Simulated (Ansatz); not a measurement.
## FePt: single point with Ansatz

System: FePt, 2 atoms in the cell.

Ansatz input (lattice in Å, positions in fractions of it)
```yaml
crystal:
  lattice:
    - [2.73, 0, 0]
    - [0, 2.73, 0]
    - [0, 0, 3.71]
  atoms:
    - { symbol: Fe, position: [0, 0, 0], spin: 3, spin_axis: [1, 0, 0] }
    - { symbol: Pt, position: [0.5, 0.5, 0.5] }
kpoints:
  mp_grid: { grid: [8, 8, 6] }
hamiltonian:
  xc: pbe
  pseudopotentials:
    kind: all_electron
    nuclear_model: point
    lapw: { basis_error: "0.25 meV" }
scf:
  occupations: { method: fermi_dirac, width: 0.1 }
  convergence: { dr2_threshold: "1e-9 eV" }
  max_iter: 300
output:
  forces: true
  stress: true
magnetization:
  noncollinear: true
  spin_orbit: true
```

The calculation used PBE with spin–orbit coupling, all-electron LAPW, point nucleus (Ansatz).

Results

```yaml
Pressure: 2.58 GPa
Smearing_term_TS: 22.0 meV/atom
Net_spin_moment: 3.30 μB
Electrons_in_bands: 58
Irreducible_k-points: 100
CPU_time: about 16 core-minutes on a shared host
```

Stress tensor in GPa, compression positive:
```
1.83 0.00 0.00
0.00 1.85 0.00
0.00 0.00 4.05
```

The k-mesh is modest, so these values aren't fully converged in k. One magnetic order was tried; another may lie lower.
